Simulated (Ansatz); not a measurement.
Relaxed-ion elastic tensor of In2O3 (La2O3 or Ni2Al3 type, P-3m1) in GPa (Voigt order), r²SCAN (plane waves, PAW; program Ansatz); density 7.47 g/cm³, 12.35 Å³ per atom.

```
      1      2    3      4     5     6
-  ----  -----  ---  -----  ----  ----
1   276    179  120   59.4   0.0   0.0
2   179    276  120  -59.4   0.0   0.0
3   120    120  134    0.0   0.0   0.0
4  59.4  -59.4  0.0   65.1   0.0   0.0
5   0.0    0.0  0.0    0.0  65.1  59.4
6   0.0    0.0  0.0    0.0  59.4  48.7
```

**Question.** Is the crystal mechanically stable?

**Answer.** No: the smallest eigenvalue of C is -4.3 GPa.

The cell is a constructed one: a structure type filled with these elements; neither database checked (COD, Materials Project) lists it. It is not the phase usual at ambient conditions (space group No. 206). Symmetry was held in the r²SCAN relaxation. At this level the phase is mechanically unstable.

Potentials: the later of the program's two PAW sets.
